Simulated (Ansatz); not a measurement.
Relaxed K (bcc, W type):

```xyz
2
Lattice="-5.2794 5.2794 5.2794 0.0000 0.0000 5.2794 0.0000 5.2794 0.0000" Properties=species:S:1:pos:R:3 pbc="T T T"
K      0.0000     0.0000     0.0000
K     -2.6397     7.9192     7.9192
```

The atoms are displaced by Q × the pattern below (from a DFPT mode at H = (0.5, 0.5, 0.5), largest move 1; Q in Å), at fixed cell. It is one choice among 3 degenerate patterns. (q is in reciprocal vectors of the primitive cell; the cell shown is doubled to hold the pattern.)

```tsv
atom	x	y	z
K1	0.000	0.000	1.000
K2	0.000	0.000	-1.000
```

Level of theory: PBE (plane waves to 420 eV, PAW, scalar-relativistic; Ansatz, a quantum-chemistry and plane-wave program). k mesh 13×13×13 (Γ-centred), Fermi-Dirac smearing 0.05 eV. With partly filled bands, energies and forces of such displacements shift with the k mesh and the smearing. K was relaxed with its symmetry unable to fall. 

```tsv
Q (Å)	−dE/dQ from forces (eV/Å)
-0.280	0.401
-0.233	0.341
-0.187	0.277
-0.140	0.210
-0.093	0.141
-0.047	0.071
0.000	0.000
0.047	-0.071
0.093	-0.141
0.140	-0.210
0.187	-0.277
0.233	-0.341
0.280	-0.401
```

### Question
What harmonic wavenumber does the curvature at Q = 0 give?

### Answer
73 cm⁻¹. E″ = 1.53 eV/Å², M = Σ mᵢ|uᵢ|² = 78.2 u, ν̃ = 521.5·√(|E″|/M).

(A displaced cell: forces are minus the slopes of the energy, force constants its curvatures, and phonons follow from these.)
